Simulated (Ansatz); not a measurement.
## Hf2N: zone-centre modes under pressure

Hf2N, P4_2/mnm, a = 5.296 Å, c = 3.228 Å. The structure is a Materials Project entry; whether it is the stable form wasn't checked. Ansatz: PBEsol, PAW, 420 eV, Γ-centred 8×8×12 mesh on 6 atoms, Fermi-Dirac smearing 0.15 eV; no spin polarisation. Cell and atoms are relaxed at each pressure with the symmetry kept; optical modes at Γ by linear response, in cm⁻¹, matched by rank (the highest 3 distinct ones).

```
P (GPa) V (Å³/atom)     ω1     ω2     ω3
      0       15.091  548.2  553.8  567.6
      3       14.877  560.8  570.1  581.3
     10       14.431      ?      ?      ?
```

Q: Get each mode's Grüneisen parameter γ = −d ln ω/d ln V from the other rows and predict the missing frequencies.

A: ln(V/V0) = 0.0000, -0.0143, -0.0447; a line through ln(ω/ω0) of the 2 known rows gives ω1: γ = 1.589, predicted 588.6, computed 587.8; ω2: γ = 2.029, predicted 606.4, computed 605.2; ω3: γ = 1.668, predicted 611.5, computed 610.7. The worst miss is 0.2 %, or 2 % of the shift under pressure, so a constant γ serves at that level. In a metal these frequencies hang on the mesh and smearing.

Spin–orbit coupling is left out, which can shift energies with elements as heavy as these.